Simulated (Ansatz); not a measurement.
Here is the system:

HfSiO₄:
```
HfSiO4
1.0
   -3.29099     3.29099     2.98578
    3.29099    -3.29099     2.98578
    3.29099     3.29099    -2.98578
Hf Si O
2 2 8
Direct
  0.00000   0.00000   0.00000
  0.75000   0.25000   0.50000
  0.25000   0.75000   0.50000
  0.50000   0.50000   0.00000
  0.13525   0.31989   0.81537
  0.06989   0.75452   0.68463
  0.50452   0.31989   0.18463
  0.06989   0.38525   0.31537
  0.61475   0.93011   0.68463
  0.68011   0.86475   0.18463
  0.24548   0.93011   0.31537
  0.68011   0.49548   0.81537
```

This is the r²SCAN-relaxed structure. Cartesian axes are those of the cell as given.

Q: All from the program Ansatz at the r²SCAN level (PAW), unless another level is named. Estimate the formation energy from the elements (no fitted shifts).

A: -3.42 eV/atom.

Q: And the valence-band maximum?

A: at Γ.

Q: Predict the conduction-band minimum.

A: off the standard path, at k = (0.188, 0.302, 0.250).

Space group I4_1/amd. The cell was relaxed with r²SCAN under the symmetry of its start. The run is not spin-polarised. The references are the lowest solids computed at this level, not always the standard phases (solids in place of the gases). Spin–orbit coupling is left out wherever it is not named.

Potentials: the later of the program's two PAW sets.
